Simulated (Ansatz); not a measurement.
Polymorphs of Ti₂O₃

3 relaxations of Ti2O3 ended in 3 distinct structures. All values below come from PBEsol (plane waves to 420 eV, PAW, scalar-relativistic; Ansatz, a quantum-chemistry and plane-wave program).

```tsv
#	space group	Pearson	type	E − E(lowest) (eV/atom)	V (Å³/atom)	coordination	runs ending here
1	R-3c	hR10	corundum type	0.00	10.17	Ti 6 (octahedral), O 4	1
2	C2/m	mS20	–	0.05	10.30	–	1
3	P2₁/m	mP10	–	0.10	10.71	–	1
```

Coordination numbers (neighbours up to the widest gap in distance over summed covalent radii, below 1.35; n+m marks a second, longer set; metal–metal contacts left out). All are gapless at this level. R-3c, hR10, corundum type is the lowest among the structures calculated here.

Ti$_{2}$O$_{3}$ has the trigonal space group R-3c, hexagonal axes (No. 167), the corundum structure, Pearson symbol hR10. Conventional cell: a = 5.0387 Å, b = 5.0387 Å, c = 13.8814 Å, α = 90.00°, β = 90.00°, γ = 120.00°. Ti on 12c sees 6 O at 1.998–2.055 Å (octahedral). O on 18e is coordinated by 4 Ti at 1.998–2.055 Å. (Neighbours: up to the widest gap in distance over summed covalent radii, below 1.35, at either atom; cation-cation and far metal-metal contacts left out.)
(The calculation used a cell of 10 atoms; values per cell refer to that cell.)

Each run could gain symmetry but not lose that of its start, so entries can be saddle points. From databases, or of a type measured for this composition: R-3c, hR10, corundum type; P2₁/m, mP10; the others are generated cells (placed on structure types, drawn at random, substituted or restacked) that were not matched to a known phase here. Static energies at zero pressure. The runs use different k-meshes, so differences are rounded accordingly. No spin polarisation in the result. The d or f electrons are treated with no Hubbard U.
